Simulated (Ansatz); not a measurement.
ZrO₂:
```cif
data_O4Zr2
_chemical_formula_sum 'Zr2 O4'
_space_group_name_H-M_alt 'P42/nmc :1'
_space_group_IT_number 137
_space_group_name_Hall 'P 4n 2n -1n'
_cell_length_a 3.55752
_cell_length_b 3.55752
_cell_length_c 5.11321
_cell_angle_alpha 90.000
_cell_angle_beta 90.000
_cell_angle_gamma 90.000
loop_
_space_group_symop_operation_xyz
  'x, y, z'
  '-y+1/2, x+1/2, z+1/2'
  '-x, -y, z'
  'y+1/2, -x+1/2, z+1/2'
  'x+1/2, -y+1/2, -z+1/2'
  '-y, -x, -z'
  '-x+1/2, y+1/2, -z+1/2'
  'y, x, -z'
  '-x+1/2, -y+1/2, -z+1/2'
  'y, -x, -z'
  'x+1/2, y+1/2, -z+1/2'
  '-y, x, -z'
  '-x, y, z'
  'y+1/2, x+1/2, z+1/2'
  'x, -y, z'
  '-y+1/2, -x+1/2, z+1/2'
loop_
_atom_site_label
_atom_site_type_symbol
_atom_site_symmetry_multiplicity
_atom_site_Wyckoff_symbol
_atom_site_fract_x
_atom_site_fract_y
_atom_site_fract_z
_atom_site_occupancy
Zr1 Zr 2 a 0.00000 0.00000 0.00000 1
O1 O 4 d 0.50000 0.00000 0.20656 1
```

Relaxed with LDA.

Which orbitals make up the states near the band edges in the program Ansatz at the LDA level (PAW)?

Top 1 eV of the valence band: O 2p 91 %, Zr 4d 7 %. Bottom 1 eV of the conduction band: Zr 4d 88 %, O 2p 9 %. Projections are on Löwdin-orthogonalised atomic valence shells; empty p or d shells of many metals are not among them.

Tabulate the density of states.

States/eV per cell of 6 atoms, in 0.25 eV bins, energy from the valence-band maximum.

```tsv
E (eV)	total	O 2p	Zr 4d	O 2s
-5.70	0.00	0.00	0.00	0.00
-5.45	0.19	0.12	0.05	0.00
-5.20	0.81	0.53	0.22	0.00
-4.95	1.24	0.82	0.34	0.01
-4.70	2.70	1.81	0.77	0.01
-4.45	6.22	4.22	1.78	0.02
-4.20	7.22	4.94	2.08	0.02
-3.95	3.25	2.29	0.85	0.02
-3.70	5.73	4.21	1.26	0.04
-3.45	4.72	3.62	0.83	0.05
-3.20	4.09	3.25	0.60	0.06
-2.95	4.60	3.70	0.61	0.06
-2.70	4.20	3.45	0.48	0.06
-2.45	2.74	2.25	0.31	0.06
-2.20	2.45	1.99	0.31	0.05
-1.95	4.20	3.49	0.47	0.08
-1.70	5.10	4.33	0.53	0.07
-1.45	4.97	4.25	0.51	0.05
-1.20	5.38	4.64	0.54	0.06
-0.95	6.90	5.97	0.71	0.05
-0.70	5.61	4.99	0.44	0.04
-0.45	6.86	6.27	0.40	0.04
-0.20	6.36	5.99	0.22	0.03
0.05	0.43	0.41	0.01	0.00
0.30	0.00	0.00	0.00	0.00
0.55	0.00	0.00	0.00	0.00
0.80	0.00	0.00	0.00	0.00
1.05	0.00	0.00	0.00	0.00
1.30	0.00	0.00	0.00	0.00
1.55	0.00	0.00	0.00	0.00
1.80	0.00	0.00	0.00	0.00
2.05	0.00	0.00	0.00	0.00
2.30	0.00	0.00	0.00	0.00
2.55	0.00	0.00	0.00	0.00
2.80	0.00	0.00	0.00	0.00
3.05	0.00	0.00	0.00	0.00
3.30	0.00	0.00	0.00	0.00
3.55	0.00	0.00	0.00	0.00
3.80	0.00	0.00	0.00	0.00
4.05	0.06	0.00	0.05	0.00
4.30	0.31	0.01	0.30	0.00
4.55	3.73	0.25	3.38	0.03
4.80	8.29	0.82	7.22	0.08
5.05	8.76	1.23	7.28	0.07
5.30	10.27	1.49	8.54	0.04
5.55	0.58	0.11	0.45	0.00
5.80	0.00	0.00	0.00	0.00
6.05	0.00	0.00	0.00	0.00
6.30	0.00	0.00	0.00	0.00
6.55	0.02	0.00	0.01	0.00
6.80	4.70	0.23	3.42	0.70
7.05	4.50	0.34	3.17	0.62
7.30	4.06	0.47	2.68	0.46
7.55	4.13	0.57	2.55	0.44
7.80	2.65	0.44	1.55	0.25
8.05	3.57	0.66	2.16	0.29
8.30	4.70	1.03	3.15	0.20
8.55	5.23	1.26	3.47	0.14
8.80	4.38	1.14	2.82	0.10
```

Space group P4_2/nmc. This is a known high-temperature phase of the composition, computed here at zero pressure and temperature. Symmetry was held in the LDA relaxation; whether a distortion lowers the energy is not shown. The run is not spin-polarised. Scalar-relativistic: spin–orbit coupling is off unless named, which matters more the heavier the elements.

Potentials: the earlier of the program's two PAW sets.
